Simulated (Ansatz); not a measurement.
TiO2:
```
TiO2
1.0
    5.55318     0.00000     0.00000
   -2.77659     4.80920     0.00000
    0.00000     0.00000     6.04977
Ti O
3 6
Cartesian
  1.48505   2.57218   0.00000
  2.58308   0.00000   2.01659
 -1.29154   2.23701   4.03318
  1.56489   1.31503   1.30109
  3.63189   0.69772   3.31768
  3.13300   2.79645   5.33427
  0.35640   2.01275   4.74868
 -1.21170   3.49417   2.73209
  0.85530   4.11148   0.71550
```

Tensor components refer to the Cartesian frame of this cell.

Task: Give the high-frequency dielectric tensor and the Born effective charge tensors of the independent atoms from DFPT, r²SCAN in the plane-wave PAW code Ansatz.

Result: 
ε∞:
```
3.49  0.00  0.00
0.00  3.49  0.00
0.00  0.00  3.61
```
Z* of atom 1 (Ti), rows: field, columns: displacement, in e:
```
 5.17  -0.63   0.77
-0.63   4.44  -0.45
-0.71   0.41   5.05
```
Z* of atom 4 (O), rows: field, columns: displacement, in e:
```
-1.42   1.43  -1.06
 1.20  -3.39   2.03
-0.85   2.21  -2.53
```

Static charges for comparison (Bader): Ti1 +2.30, O4 -1.15 e. Born charges measure polarisation by displacement and can exceed these by far.

Space group P3_121. The first step of the workflow began from a Materials Project structure, measured or hypothetical; the Crystallography Open Database files this formula in space group No. 152, but the cells were not matched. It is not the phase usual at ambient conditions (space group No. 61, 136, 141). The cell was relaxed with r²SCAN under the symmetry of its start. At this level the phase is dynamically unstable (imaginary phonons). No spin polarisation was allowed.

Potentials: the earlier of the program's two PAW sets. The files were generated under PBE; for other functionals the program regenerates the frozen cores, and for LDA and PBEsol the local potential too.
